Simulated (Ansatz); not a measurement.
Structures of Li3Ta: which is lowest?

Plane-wave DFT in Ansatz with scalar-relativistic PAW potentials, cutoff 420 eV, Γ-centred meshes chosen by cell and gap, Gaussian smearing with energies taken to zero width. Every cell was relaxed (cell and atoms) in a run of its own, within the symmetry of its start. Functional: PBE.

Relaxed structures (starts from databases or built by putting these elements on another compound's sites):
A. P6_3/mmc, 8 atoms in the computed cell, a = 5.706 Å, c = 4.510 Å; sites (symmetry × multiplicity) Li mm2 × 6, Ta -6m2 × 2; start: built
B. I4/mmm, 4 atoms in the computed cell, a = 3.760 Å, c = 9.358 Å; sites (symmetry × multiplicity) Li -4m2 × 4 + 4/mmm × 2, Ta 4/mmm × 2; start: built

Question: Rank them by energy. Could pressure change the order?

Answer:
| structure | group | E − E(lowest) (meV/atom) | V (Å³/atom) | gap on mesh (eV) |
| --- | --- | --- | --- | --- |
| A | P6_3/mmc | 0.0 | 15.90 | 0.00 |
| B | I4/mmm | 84 | 16.53 | 0.00 |

A is lowest, 84 meV/atom under B. The lowest is also the densest of these, so pressure wouldn't bring one of the others in at first order. Other structures may lie lower than all of these, and vibrations aren't counted.

Spin-orbit coupling is left out, which matters for the bands of heavy elements.